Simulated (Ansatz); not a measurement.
An input for the plane-wave PAW code Ansatz:

```yaml
crystal:
  lattice:
    - [0.0, 3.0294329111, 3.0294329111]
    - [3.0294329111, 0.0, 3.0294329111]
    - [3.0294329111, 3.0294329111, 0.0]
  atoms:
    - { symbol: Ta, position: [0.0, 0.0, 0.0] }
    - { symbol: Ga, position: [0.25, 0.25, 0.25] }
    - { symbol: Ga, position: [0.75, 0.75, 0.75] }
basis:
  ecutwfc: 420
  ecutrho_ratio: 4
kpoints:
  mp_grid: { grid: [10, 10, 10] }
hamiltonian:
  xc: pbesol
scf:
  occupations: { method: gaussian, width: 0.05 }
output:
  forces: true
  stress: true
  eigenvalues: true
```

Launched as:
```sh
ansatz run input.yaml --threads 4 --pin off --max-ram 4096MiB --backend cpu --events-out ev --progress --plain --runs-dir out
```

This is a trial structure made by placing the elements on a prototype's sites, so it needn't be the stable form.

Q: What will the run give?

A: Pressure 4.5 GPa, gap on the mesh zero (metallic) (PBEsol, scalar-relativistic).

Output, machine lines left out:

```
Pseudopotentials: kind: paw
Pseudopotential: Ta, paw, valence charge 13, recommended cutoff 420 eV (normal), Ta.paw.azcp
Pseudopotential: Ga, paw, valence charge 13, recommended cutoff 420 eV (normal), Ga.paw.azcp
Crystal: 3 atoms, lattice volume = 55.605 Å³
Basis set: ecut = 420 eV, 1067 PW (Γ), exchange–correlation on 60×60×60 points (8 copies of the dense FFT grid, shifted against one another)
Bands: 24, of which v1, the nominal top of the filled ones, is band 20 counted from 1 (19 counted from 0)
Symmetry: 48 space group operations
Space group: Fm-3m (ITA 225), of the structure as read, at distance tolerance 3.8e-5 Å
k-points: 47 of 1000
Initial density: superposition of atomic densities (neutral atoms: chi_scale 0, normalization atom), corrected by the library's trained network
Initial wavefunctions: pseudopotential atomic-orbital guess
Functional: x = pbesol(κ = 0.804, μ = 0.12346), c = pbesol(β = 0.046)
```

SCF trace (energy estimate counted from the last row):
```tsv
iteration	ΔE (eV)	density residual (eV)
1	-2.2e-03	1.17e-2
2	-4.0e-03	6.66e-3
3	-5.0e-06	8.49e-5
4	3.0e-06	5.35e-6
5	0.000	8.40e-8
6	0.000	9.91e-10
```

```
SCF 1 converged in 6 iterations: F = -17291.463051 eV  dr2 = 9.91e-10
SCF converged after 6 iterations
Free energy (F): -17291.463051 eV
E sigma→0 (E₀):  -17291.462325 eV
Entropy (-TS):   -0.001452 eV (-0.484 meV/atom)
Fermi energy:    12.490573 eV
--- Forces (eV/Å), atoms counted from 1 ---
  atom   1  Ta     0.00000000     0.00000000     0.00000000
  atom   2  Ga     0.00000000     0.00000000     0.00000000
  atom   3  Ga     0.00000000     0.00000000     0.00000000
--- Stress (GPa, compression-positive) ---
        4.456386       0.000000       0.000000
        0.000000       4.456386       0.000000
        0.000000       0.000000       4.456386
  P = ⅓ Tr σ = 4.4564 GPa (44.564 kbar)
```

Cost: 1.9 s on 4 threads of Arm Neoverse N1 (shared host), peak memory 0.38 GiB.

Scalar-relativistic only: spin–orbit splittings of the heavy atoms' levels are missing.
